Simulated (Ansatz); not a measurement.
One crystal and one scan (frozen-phonon scan) at two levels, PBE (plane waves to 420 eV, PAW, scalar-relativistic; Ansatz, a first-principles code) and r2SCAN (plane waves to 500 eV, PAW, scalar-relativistic; Ansatz), each from its own relaxed cell and on its own mesh. The cell shown is that of PBE.

Starting cell, GaN (zinc blende):

```
CELL_PARAMETERS angstrom
      0.00000     4.54850     4.54850
      2.27425     2.27425     4.54850
      2.27425     2.27425     0.00000
ATOMIC_POSITIONS crystal
  N  0.00000 0.75000 0.75000
  N  0.50000 0.75000 0.75000
  Ga 0.00000 0.00000 0.00000
  Ga 0.50000 0.00000 0.00000
```

A phonon eigenvector at X = (0.5, 0.5, 0.0) is frozen into this cell: atom i moves by Q times the vector below, so Q is the largest atomic displacement, in Å. The cell is held. (q is in reciprocal vectors of the primitive cell; the cell shown is doubled to hold the pattern.)

```
atom      x      y       z
----  -----  -----  ------
N1    0.000  0.000  -1.000
N2    0.000  0.000   1.000
```

Atoms not listed stay in place.

GaN was relaxed with its symmetry unable to fall. Both scans cover Q from -0.180 to 0.180 Å.

ΔE (meV/cell), each from the undisplaced structure of its own level:

```
Q (Å)   PBE    r2SCAN
------  ---  --------
-0.180  693       782
-0.150  483       545
-0.120  310       350
-0.090  175  withheld
-0.060   78        88
-0.030   19        22
0.000     0         0
0.030    19        22
0.060    78        88
0.090   175  withheld
0.120   310       350
0.150   483       545
0.180   693       782
```

Estimate the r2SCAN value at 0.090 from the PBE value there and the ratio of the two levels in the two nearest given rows on that side of the minimum.

At 0.060 and 0.120 the ratio r2SCAN/PBE averages 1.129, which gives 1.129 × 175 = 198 meV/cell. The calculation gives 197 meV/cell, +12.6 % against PBE.

(For displaced atoms, the force is minus the slope of the energy, and its curvature is a force constant, which sets phonon frequencies.)
